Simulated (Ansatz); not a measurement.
## PtSe2: Electric field gradients

The cell is a computed structure from the Materials Project (it need not be an observed phase).

```cif
data_structure
_symmetry_space_group_name_H-M 'P 1'
_symmetry_Int_Tables_number 1
_cell_length_a 3.7173
_cell_length_b 3.7173
_cell_length_c 5.8201
_cell_angle_alpha 90.000
_cell_angle_beta 90.000
_cell_angle_gamma 120.000
_cell_volume 69.65
loop_
_atom_site_label
_atom_site_type_symbol
_atom_site_fract_x
_atom_site_fract_y
_atom_site_fract_z
_atom_site_occupancy
Pt1 Pt 0.00000 0.00000 0.00000 1
Se2 Se 0.66667 0.33333 0.77461 1
Se3 Se 0.33333 0.66667 0.22539 1
```

Atom numbers follow the list; atoms alike are taken as one site, whose name carries the number of the first.

Computed with Ansatz: DFT, PBE, plane waves and PAW, scalar-relativistic, 420 eV cutoff, Γ-centred 9×9×5 k-points, Fermi–Dirac smearing 0.02 eV.

V_zz is the principal component of the electric field gradient with the largest magnitude, η = (V_xx − V_yy)/V_zz and C_Q = eQV_zz/h.

(1) Which values are expected at the nuclei?

Results:

(1) 

```json
{"site": "Pt", "atoms (order as listed)": "1", "first shell": "6 Se at 2.52 Å", "V_zz (10²¹ V/m²)": "8.37", "η": "0.00", "C_Q (MHz)": "–"}
{"site": "Se", "atoms (order as listed)": "2, 3", "first shell": "3 Pt at 2.52 Å", "V_zz (10²¹ V/m²)": "-8.07", "η": "0.00", "C_Q (MHz)": "–"}
```

An axis of threefold or higher order runs through Pt and Se, so V_zz lies along it and η is zero.

Pt, Se have no stable isotope with a ground-state quadrupole moment in the table, so no C_Q is given.

Spin–orbit coupling is left out, which shifts gradients on Pt by a few per cent in wide-gap crystals, and can shift them far more where the calculated gap is small or absent, as here.

The run took 9.3 s of wall time (6.2 s of CPU time) and 0.59 GiB at its peak, on 1 thread of Intel Xeon Platinum 8488C (Sapphire Rapids) (x86_64; 16 cores open to the job, memory cap 3.0 GiB, no GPU), a shared host with a load of 0.5 a core.
